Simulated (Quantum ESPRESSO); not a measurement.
# Zn6AlS7Cl: finding a planted mistake in a log

Computed values, not a measurement. The program is pw.x of Quantum ESPRESSO 7.5 (plane-wave density functional theory). The cell is made up: 15 atoms on a doubled zincblende/diamond lattice with one site empty, with randomly drawn elements, strain and displacements, not relaxed. PseudoDojo standard norm-conserving files (v0.5 for PBE, v0.4.1 for LDA and PBEsol) set the functional; there is no spin polarisation, spin-orbit coupling or dispersion term, and the masses in the input are unused placeholders.

Intended input:

```
&control calculation='scf', pseudo_dir='./dojo.nc.sr.pbe.v0_5.standard.upf', outdir='./o', disk_io='low', tprnfor=.true., tstress=.true. /
&system ibrav=0, nat=15, ntyp=4, nbnd=92, ecutwfc=84.00895049, nosym=.true., tot_charge=0,
 occupations='smearing', smearing='fd', degauss=0.0018374661
/
&electrons conv_thr=7.350e-09, electron_maxstep=60, /
ATOMIC_SPECIES
Al 1.0 Al.upf
Cl 1.0 Cl.upf
S 1.0 S.upf
Zn 1.0 Zn.upf
CELL_PARAMETERS angstrom
5.4304 0.0068 0.0383
0.0068 5.3016 -0.0742
0.0765 -0.1484 10.6541
ATOMIC_POSITIONS angstrom
Zn -0.0376 -0.057 -0.005
Zn 0.0372 2.5932 2.5886
Zn 2.6917 0.0268 2.684
Zn 2.6526 2.6286 -0.0516
Zn -0.0093 -0.0957 5.361
Al 2.7667 -0.1423 8.0099
Zn 2.7267 2.6018 5.3461
S 1.3089 1.2831 1.334
Cl 1.3836 3.9188 4.0338
S 4.0522 1.3822 4.006
S 4.1359 3.8937 1.306
S 1.3902 1.2057 6.6223
S 1.4043 3.7888 9.2822
S 4.1345 1.2092 9.3519
S 4.0974 3.8586 6.6619
K_POINTS automatic
4 4 2 1 1 1
```

The log is shortened where brackets say so; the opening notice, blank lines, dates and the lines on written files are dropped, and the path of the files is cut. It prints rydbergs, bohrs and kilobars, and counts compression as positive stress. Where no state is partly filled, the Fermi energy that it prints is only some level between the filled and the empty states on the mesh, and need not lie in the true gap.

Log of the intended run:

```
     Program PWSCF v.7.5
     Parallel version (MPI & OpenMP), running on       4 processor cores
     Number of MPI processes:                 4
     Threads/MPI process:                     1
     [start-up lines left out]
     bravais-lattice index     =            0
     lattice parameter (alat)  =      10.2622  a.u.
     unit-cell volume          =    2069.4011 (a.u.)^3
     number of atoms/cell      =           15
     number of atomic types    =            4
     number of electrons       =       172.00
     number of Kohn-Sham states=           92
     kinetic-energy cutoff     =      84.0090  Ry
     charge density cutoff     =     336.0358  Ry
     scf convergence threshold =      7.3E-09
     mixing beta               =       0.7000
     number of iterations used =            8  plain     mixing
     Exchange-correlation= PBE
                           (   1   4   3   4   0   0   0)
     [axes and pseudopotential details left out]
   Cartesian axes
     site n.     atom                  positions (alat units)
         1        Zn     tau(   1) = (  -0.0069238  -0.0104962  -0.0009207  )
         2        Zn     tau(   2) = (   0.0068501   0.4775216   0.4766746  )
         3        Zn     tau(   3) = (   0.4956598   0.0049351   0.4942419  )
         4        Zn     tau(   4) = (   0.4884598   0.4840403  -0.0095018  )
         5        Zn     tau(   5) = (  -0.0017125  -0.0176226   0.9871948  )
         6        Al     tau(   6) = (   0.5094706  -0.0262037   1.4749732  )
         7        Zn     tau(   7) = (   0.5021048   0.4791053   0.9844510  )
         8        S      tau(   8) = (   0.2410258   0.2362749   0.2456478  )
         9        Cl     tau(   9) = (   0.2547813   0.7216226   0.7427992  )
        10        S      tau(  10) = (   0.7461874   0.2545235   0.7376800  )
        11        S      tau(  11) = (   0.7616002   0.7170006   0.2404918  )
        12        S      tau(  12) = (   0.2559967   0.2220221   1.2194553  )
        13        S      tau(  13) = (   0.2585931   0.6976839   1.7092593  )
        14        S      tau(  14) = (   0.7613424   0.2226667   1.7220942  )
        15        S      tau(  15) = (   0.7545107   0.7105372   1.2267474  )
     number of k points=    16  Fermi-Dirac smearing, width (Ry)=  0.0018
                       cart. coord. in units 2pi/alat
        k(    1) = (   0.1239356   0.1296774   0.1283448), wk =   0.1250000
        k(    2) = (   0.1257380   0.1261073  -0.1265747), wk =   0.1250000
     [further k points left out]
     Dense  grid:   215215 G-vectors     FFT dimensions: (  60,  60, 120)
     Estimated max dynamical RAM per process >     597.49 MB
     Estimated total dynamical RAM >       2.18 GB
     Initial potential from superposition of free atoms
     starting charge     171.9965, renormalised to     172.0000
     Starting wfcs are   96 randomized atomic wfcs
     total cpu time spent up to now is        4.3 secs
     per-process dynamical memory:   402.9 Mb
     Self-consistent Calculation
     iteration #  1     ecut=    84.01 Ry     beta= 0.70
     Davidson diagonalization with overlap
     ethr =  1.00E-02,  avg # of iterations =  4.4
     Threshold (ethr) on eigenvalues was too large:
     Diagonalizing with lowered threshold
     Davidson diagonalization with overlap
     ethr =  6.88E-04,  avg # of iterations =  1.5
     total cpu time spent up to now is       19.7 secs
     total energy              =   -2700.28093702 Ry
     estimated scf accuracy    <       1.14156881 Ry
     iteration #  2     ecut=    84.01 Ry     beta= 0.70
     Davidson diagonalization with overlap
     ethr =  6.64E-04,  avg # of iterations =  8.6
     total cpu time spent up to now is       30.4 secs
     total energy              =   -2699.34964824 Ry
     estimated scf accuracy    <       6.53828029 Ry
     [iterations 3 to 10 left out]
     iteration # 11     ecut=    84.01 Ry     beta= 0.70
     Davidson diagonalization with overlap
     ethr =  4.88E-10,  avg # of iterations =  2.0
     total cpu time spent up to now is      107.2 secs
     total energy              =   -2700.82362405 Ry
     estimated scf accuracy    <       0.00000013 Ry
     iteration # 12     ecut=    84.01 Ry     beta= 0.70
     Davidson diagonalization with overlap
     ethr =  7.35E-11,  avg # of iterations =  3.2
     total cpu time spent up to now is      114.7 secs
     End of self-consistent calculation
     [lines on levels left out]
     the Fermi energy is     7.3900 ev
!    total energy              =   -2700.82362408 Ry
     estimated scf accuracy    <          4.9E-09 Ry
     smearing contrib. (-TS)   =      -0.00000000 Ry
     internal energy E=F+TS    =   -2700.82362408 Ry
     The total energy is F=E-TS. E is the sum of the following terms:
     one-electron contribution =   -2554.36565156 Ry
     hartree contribution      =    1310.05065530 Ry
     xc contribution           =    -325.06469966 Ry
     ewald contribution        =   -1131.44392815 Ry
     convergence has been achieved in  12 iterations
     Forces acting on atoms (cartesian axes, Ry/au):
     atom    1 type  4   force =    -0.00928494    0.00940010   -0.03184051
     atom    2 type  4   force =    -0.03401416   -0.01037001   -0.01037126
     atom    3 type  4   force =     0.03573362    0.01030763   -0.03347339
     atom    4 type  4   force =     0.00652331    0.00131682   -0.01275675
     atom    5 type  4   force =    -0.04138417    0.03908062    0.04688293
     atom    6 type  1   force =    -0.01155910    0.01845119    0.02660982
     atom    7 type  4   force =     0.01440024   -0.02530137    0.05847719
     atom    8 type  3   force =     0.02126764   -0.00891661    0.01239352
     atom    9 type  2   force =     0.00006055   -0.00232597   -0.03359986
     atom   10 type  3   force =     0.02252630   -0.03146067   -0.00937396
     atom   11 type  3   force =    -0.02872897    0.01554977    0.03215660
     atom   12 type  3   force =     0.00687399   -0.00462641    0.01244346
     atom   13 type  3   force =     0.01184062    0.01413053   -0.02653869
     atom   14 type  3   force =    -0.00489345   -0.02483707   -0.02288822
     atom   15 type  3   force =     0.01063851   -0.00039854   -0.00812089
     Total force =     0.155808     Total SCF correction =     0.000331
     Computing stress (Cartesian axis) and pressure
          total   stress  (Ry/bohr**3)                   (kbar)     P=       27.75
   0.00017993  -0.00005778  -0.00008335           26.47       -8.50      -12.26
  -0.00005778   0.00022170   0.00011374           -8.50       32.61       16.73
  -0.00008335   0.00011374   0.00016432          -12.26       16.73       24.17
     init_run     :      4.05s CPU      4.22s WALL (       1 calls)
     electrons    :    108.43s CPU    110.43s WALL (       1 calls)
     forces       :      2.05s CPU      2.09s WALL (       1 calls)
     stress       :      6.21s CPU      6.33s WALL (       1 calls)
     [timing details left out]
     PWSCF        :   2m 0.85s CPU   2m 3.24s WALL
     JOB DONE.
```

A second run was made from an input with one planted mistake. Its log:

```
     Program PWSCF v.7.5
     Parallel version (MPI & OpenMP), running on       4 processor cores
     Number of MPI processes:                 4
     Threads/MPI process:                     1
     [start-up lines left out]
     bravais-lattice index     =            0
     lattice parameter (alat)  =      10.2622  a.u.
     unit-cell volume          =    2069.4011 (a.u.)^3
     number of atoms/cell      =           15
     number of atomic types    =            4
     number of electrons       =       172.00
     number of Kohn-Sham states=           92
     kinetic-energy cutoff     =      51.0816  Ry
     charge density cutoff     =     204.3262  Ry
     scf convergence threshold =      7.3E-09
     mixing beta               =       0.7000
     number of iterations used =            8  plain     mixing
     Exchange-correlation= PBE
                           (   1   4   3   4   0   0   0)
     [axes and pseudopotential details left out]
   Cartesian axes
     site n.     atom                  positions (alat units)
         1        Zn     tau(   1) = (  -0.0069238  -0.0104962  -0.0009207  )
         2        Zn     tau(   2) = (   0.0068501   0.4775216   0.4766746  )
         3        Zn     tau(   3) = (   0.4956598   0.0049351   0.4942419  )
         4        Zn     tau(   4) = (   0.4884598   0.4840403  -0.0095018  )
         5        Zn     tau(   5) = (  -0.0017125  -0.0176226   0.9871948  )
         6        Al     tau(   6) = (   0.5094706  -0.0262037   1.4749732  )
         7        Zn     tau(   7) = (   0.5021048   0.4791053   0.9844510  )
         8        S      tau(   8) = (   0.2410258   0.2362749   0.2456478  )
         9        Cl     tau(   9) = (   0.2547813   0.7216226   0.7427992  )
        10        S      tau(  10) = (   0.7461874   0.2545235   0.7376800  )
        11        S      tau(  11) = (   0.7616002   0.7170006   0.2404918  )
        12        S      tau(  12) = (   0.2559967   0.2220221   1.2194553  )
        13        S      tau(  13) = (   0.2585931   0.6976839   1.7092593  )
        14        S      tau(  14) = (   0.7613424   0.2226667   1.7220942  )
        15        S      tau(  15) = (   0.7545107   0.7105372   1.2267474  )
     number of k points=    16  Fermi-Dirac smearing, width (Ry)=  0.0018
                       cart. coord. in units 2pi/alat
        k(    1) = (   0.1239356   0.1296774   0.1283448), wk =   0.1250000
        k(    2) = (   0.1257380   0.1261073  -0.1265747), wk =   0.1250000
     [further k points left out]
     Dense  grid:   102105 G-vectors     FFT dimensions: (  48,  45,  96)
     Estimated max dynamical RAM per process >     286.31 MB
     Estimated total dynamical RAM >       1.05 GB
     Check: negative core charge=   -0.000117
     Initial potential from superposition of free atoms
     starting charge     171.9965, renormalised to     172.0000
     Starting wfcs are   96 randomized atomic wfcs
     total cpu time spent up to now is        2.5 secs
     per-process dynamical memory:   196.5 Mb
     Self-consistent Calculation
     iteration #  1     ecut=    51.08 Ry     beta= 0.70
     Davidson diagonalization with overlap
     ethr =  1.00E-02,  avg # of iterations =  4.6
     Threshold (ethr) on eigenvalues was too large:
     Diagonalizing with lowered threshold
     Davidson diagonalization with overlap
     ethr =  9.81E-04,  avg # of iterations =  1.1
     total cpu time spent up to now is       10.5 secs
     total energy              =   -2697.07740928 Ry
     estimated scf accuracy    <       1.69982044 Ry
     iteration #  2     ecut=    51.08 Ry     beta= 0.70
     Davidson diagonalization with overlap
     ethr =  9.88E-04,  avg # of iterations =  7.2
     total cpu time spent up to now is       16.1 secs
     total energy              =   -2696.02666937 Ry
     estimated scf accuracy    <       7.84092358 Ry
     [iterations 3 to 10 left out]
     iteration # 11     ecut=    51.08 Ry     beta= 0.70
     Davidson diagonalization with overlap
     ethr =  7.37E-10,  avg # of iterations =  2.0
     total cpu time spent up to now is       55.4 secs
     total energy              =   -2697.90342995 Ry
     estimated scf accuracy    <       0.00000023 Ry
     iteration # 12     ecut=    51.08 Ry     beta= 0.70
     Davidson diagonalization with overlap
     ethr =  1.31E-10,  avg # of iterations =  3.0
     total cpu time spent up to now is       59.1 secs
     End of self-consistent calculation
     [lines on levels left out]
     the Fermi energy is     7.3440 ev
!    total energy              =   -2697.90342999 Ry
     estimated scf accuracy    <          7.0E-09 Ry
     smearing contrib. (-TS)   =      -0.00000000 Ry
     internal energy E=F+TS    =   -2697.90342999 Ry
     The total energy is F=E-TS. E is the sum of the following terms:
     one-electron contribution =   -2542.95576426 Ry
     hartree contribution      =    1300.53616711 Ry
     xc contribution           =    -324.03990468 Ry
     ewald contribution        =   -1131.44392815 Ry
     convergence has been achieved in  12 iterations
     Forces acting on atoms (cartesian axes, Ry/au):
     atom    1 type  4   force =    -0.00928883    0.00976727   -0.03204384
     atom    2 type  4   force =    -0.03481956   -0.01390131   -0.00989937
     atom    3 type  4   force =     0.03560580    0.01011126   -0.03328822
     atom    4 type  4   force =     0.00740360   -0.00273596   -0.01333873
     atom    5 type  4   force =    -0.04165573    0.04446548    0.04698976
     atom    6 type  1   force =    -0.01146133    0.01837998    0.02645025
     atom    7 type  4   force =     0.01516086   -0.02329589    0.05813635
     atom    8 type  3   force =     0.02105167   -0.00867244    0.01291042
     atom    9 type  2   force =     0.00019028   -0.00238863   -0.03369075
     atom   10 type  3   force =     0.02198718   -0.03116029   -0.00939383
     atom   11 type  3   force =    -0.02823336    0.01538164    0.03217404
     atom   12 type  3   force =     0.00712047   -0.00497828    0.01185938
     atom   13 type  3   force =     0.01212438    0.01420806   -0.02583144
     atom   14 type  3   force =    -0.00540002   -0.02489965   -0.02224331
     atom   15 type  3   force =     0.01021460   -0.00028123   -0.00879073
     Total force =     0.157058     Total SCF correction =     0.000227
     Computing stress (Cartesian axis) and pressure
          total   stress  (Ry/bohr**3)                   (kbar)     P=    -1353.14
  -0.00921062  -0.00005203  -0.00008324        -1354.93       -7.65      -12.25
  -0.00005203  -0.00916501   0.00010896           -7.65    -1348.22       16.03
  -0.00008324   0.00010896  -0.00921975          -12.25       16.03    -1356.27
     init_run     :      2.42s CPU      2.48s WALL (       1 calls)
     electrons    :     55.66s CPU     56.57s WALL (       1 calls)
     forces       :      0.97s CPU      0.99s WALL (       1 calls)
     stress       :      2.94s CPU      3.00s WALL (       1 calls)
     [timing details left out]
     PWSCF        :   1m 2.07s CPU   1m 3.16s WALL
     JOB DONE.
```

Question: what was wrong in the second input?

Answer: the plane-wave cutoff is too low. The input lines that differ, file-writing options aside:

```
- &system ibrav=0, nat=15, ntyp=4, nbnd=92, ecutwfc=84.00895049, nosym=.true., tot_charge=0,
+ &system ibrav=0, nat=15, ntyp=4, nbnd=92, ecutwfc=51.08155782, nosym=.true., tot_charge=0,
```

|  | intended run | run with the mistake |
| --- | --- | --- |
| free energy (eV) | -36746.577 | -36706.846 |
| smearing term -TS (eV) | 0.0000 | 0.0000 |
| pressure (GPa) | 2.78 | -135.31 |
| largest force component (eV/Å) | 1.504 | 1.495 |
| largest change of a force component (eV/Å) |  | 0.138 |
| iterations | 12 | 12 |

For scale, a rerun of the intended cell at a cutoff of 1437 eV and k mesh 6 x 6 x 4 moved values by no more than 0.003 eV in energy, 0.02 GPa in stress and 0.002 eV/Å in force.